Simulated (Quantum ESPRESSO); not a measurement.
# Hf3Mo3AlPt: one composition in several site orders

Computed values, not a measurement. The program is pw.x of Quantum ESPRESSO 7.5 (plane-wave density functional theory). The cell is made up: eight metal atoms on a face-centred cubic lattice, with elements, volume, strain and displacements drawn at random and not relaxed, so it may be unstable or far from any real phase. PseudoDojo standard norm-conserving files set the functional (PBE unless stated); there is no spin polarisation or spin-orbit coupling, the Fermi-Dirac width of 0.25 eV means electrons at about 2900 K, and the masses in the input are unused placeholders. Heavy elements are run without spin-orbit coupling, which real alloys of them have. A spin test at this wide smearing found no moment, but such smearing suppresses magnetism that the real alloy may have.

The runs put one composition on the sites in different orders. Cell, positions, cutoff, mesh and smearing stay as in the input of run 1; sites are counted in its order. Stress in the tables is positive in tension.

Input of run 1:

```
&control calculation='scf', pseudo_dir='./dojo.nc.sr.pbe.v0_5.standard.upf', outdir='./o', disk_io='minimal', tprnfor=.true., tstress=.true. /
&system ibrav=0, nat=8, ntyp=4, nbnd=67, ecutwfc=84.00895049, nosym=.true., tot_charge=0,
 occupations='smearing', smearing='fd', degauss=0.0183746611
/
&electrons conv_thr=1.470e-08, electron_maxstep=70, mixing_beta=0.5 /
ATOMIC_SPECIES
Al 1.0 Al.upf
Hf 1.0 Hf.upf
Mo 1.0 Mo.upf
Pt 1.0 Pt.upf
CELL_PARAMETERS angstrom
-4.3536 0.0605 0.0242
-2.1042 -4.3082 -2.0897
-2.1527 -4.3936 6.4881
ATOMIC_POSITIONS angstrom
Hf 0.0198 -0.0332 -0.0815
Mo -2.2119 -4.366 2.2526
Hf -2.295 -2.2465 0.0941
Mo -4.2853 -6.5366 2.2372
Hf -4.2973 -4.2839 4.3509
Al -4.3599 -4.2458 0.0616
Mo -4.3756 -2.1498 2.2278
Pt -6.3601 -6.4819 4.2613
K_POINTS automatic
6 5 3 1 1 1
```

| run | elements on sites 1 to 8 | free energy less that of run 1 (eV) | -TS (eV) | pressure (GPa) | stress xx (GPa) | stress yy (GPa) | stress zz (GPa) | stress yz (GPa) | stress xz (GPa) | stress xy (GPa) | iterations |
| --- | --- | --- | --- | --- | --- | --- | --- | --- | --- | --- | --- |
| 1 | Hf Mo Hf Mo Hf Al Mo Pt | 0.000 | -2.027 | -14.62 | 14.64 | 15.02 | 14.20 | -0.42 | -0.23 | -0.48 | 19 |
| 2 | Hf Al Hf Mo Mo Pt Mo Hf | 0.061 | -1.932 | -14.57 | 16.35 | 12.38 | 14.99 | -1.67 | -0.56 | -0.39 | 17 |
| 3 | Hf Al Pt Hf Mo Hf Mo Mo | -0.191 | -1.977 | -14.60 | 15.06 | 17.03 | 11.70 | 0.77 | -0.39 | -0.62 | 17 |
| 4 | Mo Mo Hf Hf Pt Al Mo Hf | -0.397 | -1.926 | -15.32 | 13.49 | 18.41 | 14.06 | 0.28 | -0.40 | -1.19 | 19 |
| 5 | Hf Hf Mo Mo Hf Al Mo Pt | -0.104 | -2.067 | -13.98 | 12.78 | 17.44 | 11.72 | -0.82 | -0.77 | -0.70 | 18 |
| 6 | Mo Mo Pt Hf Mo Al Hf Hf | 0.288 | -2.014 | -13.35 | 13.75 | 13.47 | 12.84 | -0.49 | -0.08 | -0.30 | 17 |

Forces Fx Fy Fz (eV/Å):

| site | run 1 | run 2 | run 3 | run 4 | run 5 | run 6 |
| --- | --- | --- | --- | --- | --- | --- |
| 1 | -0.25 0.14 0.52 | -0.16 -0.01 0.60 | -0.18 -0.62 0.16 | -0.23 -0.21 0.87 | -0.20 -0.14 1.18 | 0.06 0.18 -0.12 |
| 2 | 0.16 -0.34 -0.44 | 0.13 0.14 -0.31 | 0.34 0.15 -0.23 | 0.30 0.23 -0.94 | 0.44 -0.39 -1.03 | 0.05 0.34 -0.48 |
| 3 | 0.60 -0.02 0.66 | 0.96 0.04 1.15 | 0.17 0.20 -0.20 | 1.14 0.52 0.33 | 0.19 0.23 0.68 | 0.05 -0.01 0.01 |
| 4 | 0.07 0.67 -1.00 | 0.07 0.38 -1.09 | -0.07 0.64 -0.38 | 0.44 0.11 -1.38 | -0.04 0.33 -0.80 | 0.31 0.22 -0.34 |
| 5 | -0.13 -0.14 -1.16 | 0.04 -0.10 -1.19 | -0.08 -0.26 -0.22 | -0.13 -0.34 -0.08 | -0.35 -0.17 0.18 | 0.15 -0.97 0.46 |
| 6 | -0.19 -0.62 0.66 | -0.03 -0.08 0.18 | 0.16 0.22 0.09 | -0.27 -0.62 0.17 | 0.01 -0.13 -0.06 | 0.11 -0.07 -0.39 |
| 7 | -0.04 0.24 0.33 | -0.18 -0.39 0.94 | -0.02 -0.37 0.59 | -0.21 0.23 0.23 | 0.11 0.19 -0.62 | -0.15 0.20 -1.18 |
| 8 | -0.21 0.07 0.43 | -0.83 0.02 -0.29 | -0.33 0.04 0.18 | -1.04 0.07 0.81 | -0.15 0.08 0.48 | -0.59 0.12 2.04 |

The sites are displaced and not relaxed, so the energy differences mix bonding between neighbours with strain and are not ordering energies. A rerun of one cell of this series at a higher cutoff and on a denser mesh moved values by no more than 0.004 eV in energy, 0.03 GPa in stress and 0.003 eV/Å in force, and a second program with other atomic files agreed on that cell to 2 % rms in force and 0.5 GPa in pressure.